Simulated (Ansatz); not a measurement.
Ag (fcc, Cu type)

```
CELL_PARAMETERS angstrom
      4.14857     0.00000     0.00000
      0.00000     4.14857     0.00000
      0.00000     0.00000     4.14857
ATOMIC_POSITIONS crystal
  Ag 0.00000 0.00000 0.00000
  Ag 0.50000 0.50000 0.00000
  Ag 0.50000 0.00000 0.50000
  Ag 0.00000 0.50000 0.50000
```

Scan: atom 1 (Ag, nearest neighbour Ag at 2.933 Å; its periodic images, 4.1 Å or more away, move with it) is displaced along Cartesian z, direction (0.000, 0.000, 1.000) in Cartesian axes, by s. The other atoms stay.

Method: PBE (plane waves to 420 eV, PAW, scalar-relativistic; Ansatz, an electronic-structure program). k mesh 9×9×9 (Γ-centred), Fermi-Dirac smearing 0.05 eV. The energy includes the smearing's −TS. With partly filled bands, energies and forces of such displacements shift with the k mesh and the smearing. On this mesh the relaxed cell isn't quite at rest: it carries a pressure of -0.1 GPa (compression positive) at the zero of the scan. Ag was relaxed with its symmetry unable to fall. ΔE is measured from the undisplaced structure. The last digit holds for this mesh only.

```csv
s (Å),ΔE (meV/cell)
-0.880,2336.6
-0.704,1384.9
-0.528,721.8
-0.352,withheld
-0.176,71.9
0.000,0.0
0.176,71.9
0.352,withheld
0.528,721.8
0.704,1384.9
0.880,2336.6
```

Task: Fit an even polynomial form (powers 2, 4, 6) to the given rows and predict ΔE at s = 0.352.

Result: Least squares on the 9 given rows: ΔE = (2285)·s² + (1175)·s⁴ + (-295.2)·s⁶, in meV/cell with s in Å; root-mean-square residual 0.26 meV/cell. At 0.352 the fit gives 300.6 meV/cell; the calculation gives 300.6 meV/cell, the same to the digits shown. The quadratic term alone would give 283.1 meV/cell.

(A displaced cell: forces are minus the slopes of the energy, force constants its curvatures, and phonons follow from these.)
